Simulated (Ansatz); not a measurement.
**Ta₂N: enthalpy against pressure**

Ta₂N, P-31m, a = 5.264 Å, c = 4.913 Å. The structure is a Materials Project entry; whether it is the stable form wasn't checked. Ansatz: PBEsol, PAW, 420 eV, Γ-centred 12×12×8 mesh on 9 atoms, Gaussian smearing 0.10 eV; no spin polarisation. Cell and atoms are relaxed at each pressure, and no other structure is tried, so the rows at high pressure may lie past a change of phase. y is the enthalpy over the state at zero pressure; there V0 = 13.099 Å³/atom. The pressures are the targets, met within 0.05 GPa.

| P (GPa) | y (eV/atom) |
| --- | --- |
| -1.0 | -0.0819 |
| 0.0 | 0.0000 |
| 1.0 | 0.0816 |
| 4.0 | 0.3249 |
| 12.0 | ? |
| 25.0 | 1.9695 |

Problem. Fit y = c1 P + c2 P² + c3 P³ to the other rows, say what c1 and c2 mean, and predict the missing value.

Solution. Least squares on the rows shown. y = 0.081754 P − 0.00013486 P² + 6.3658×10⁻⁷ P³. Since dH/dP = V, c1 is V0: 0.081754 eV/GPa × 160.2 = 13.097 Å³ against 13.099; c2 = −V0/(2B0) gives B0 = 303 GPa, where a Birch–Murnaghan fit to the volumes of the same runs (not shown) gives 303 GPa. At P = 12.0 the fit asked for gives 0.9627 eV/atom. The run gave 0.9627 eV/atom, the same to the digits shown.

The cell has an odd number of electrons and ran without spin polarisation, so a magnetic or disproportionated state may lie lower. Spin–orbit coupling is left out, which can shift energies with elements as heavy as these.